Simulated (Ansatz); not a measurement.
Level of theory: DFT PBE, scalar-relativistic, plane waves, PAW in Ansatz 0.2.0. Settings: cutoff 420 eV, Γ-centred meshes spaced at most about 0.3 Å⁻¹, and about 0.25 Å⁻¹ or finer for metals (2π included), Gaussian smearing. No spin polarisation in the final relaxations.

All energies are static (0 K, no zero-point motion). All come from trial cells, and lower structures may exist.

Question: These unrelaxed guesses for ZrZnN are each relaxed within their symmetry. Order them by the energy at which they end, lowest first.
A.

```cif
data_structure
_symmetry_space_group_name_H-M 'P-6m2'
_symmetry_Int_Tables_number 187
_cell_length_a 3.5645
_cell_length_b 3.5645
_cell_length_c 3.5604
_cell_angle_alpha 90.000
_cell_angle_beta 90.000
_cell_angle_gamma 120.000
_cell_volume 39.18
loop_
_atom_site_label
_atom_site_type_symbol
_atom_site_symmetry_multiplicity
_atom_site_Wyckoff_symbol
_atom_site_fract_x
_atom_site_fract_y
_atom_site_fract_z
_atom_site_occupancy
Zr1 Zr 1 b 0.00000 0.00000 0.50000 1
Zn1 Zn 1 c 0.33333 0.66667 0.00000 1
N1 N 1 f 0.66667 0.33333 0.50000 1
```

B.

```cif
data_structure
_symmetry_space_group_name_H-M 'Cmmm'
_symmetry_Int_Tables_number 65
_cell_length_a 3.9333
_cell_length_b 3.9748
_cell_length_c 5.7034
_cell_angle_alpha 90.000
_cell_angle_beta 90.000
_cell_angle_gamma 90.000
_cell_volume 89.17
loop_
_atom_site_label
_atom_site_type_symbol
_atom_site_symmetry_multiplicity
_atom_site_Wyckoff_symbol
_atom_site_fract_x
_atom_site_fract_y
_atom_site_fract_z
_atom_site_occupancy
Zr1 Zr 2 b 0.50000 0.00000 0.00000 1
Zn1 Zn 2 d 0.00000 0.00000 0.50000 1
N1 N 2 c 0.50000 0.00000 0.50000 1
```

C.

```cif
data_structure
_symmetry_space_group_name_H-M 'P-6m2'
_symmetry_Int_Tables_number 187
_cell_length_a 3.3854
_cell_length_b 3.3854
_cell_length_c 4.3906
_cell_angle_alpha 90.000
_cell_angle_beta 90.000
_cell_angle_gamma 120.000
_cell_volume 43.58
loop_
_atom_site_label
_atom_site_type_symbol
_atom_site_symmetry_multiplicity
_atom_site_Wyckoff_symbol
_atom_site_fract_x
_atom_site_fract_y
_atom_site_fract_z
_atom_site_occupancy
Zr1 Zr 1 b 0.00000 0.00000 0.50000 1
Zn1 Zn 1 a 0.00000 0.00000 0.00000 1
N1 N 1 f 0.66667 0.33333 0.50000 1
```

D.

```cif
data_structure
_symmetry_space_group_name_H-M 'P4/nmm:1'
_symmetry_Int_Tables_number 129
_cell_length_a 3.0068
_cell_length_b 3.0068
_cell_length_c 7.6121
_cell_angle_alpha 90.000
_cell_angle_beta 90.000
_cell_angle_gamma 90.000
_cell_volume 68.82
loop_
_atom_site_label
_atom_site_type_symbol
_atom_site_symmetry_multiplicity
_atom_site_Wyckoff_symbol
_atom_site_fract_x
_atom_site_fract_y
_atom_site_fract_z
_atom_site_occupancy
Zr1 Zr 2 c 0.00000 0.50000 0.33500 1
Zn1 Zn 2 c 0.00000 0.50000 0.90000 1
N1 N 2 c 0.00000 0.50000 0.61700 1
```

Answer: D (ends in P4/nmm, 0 meV/atom), A (ends in P-6m2, 0.44 eV/atom), C (ends in P-6m2, 0.51 eV/atom), B (ends in P4/mmm, 0.68 eV/atom).

Cells relaxed within their symmetry can be saddle points. Some structure types and database cells were kept out of the candidates from the start, so a known form may be missing.
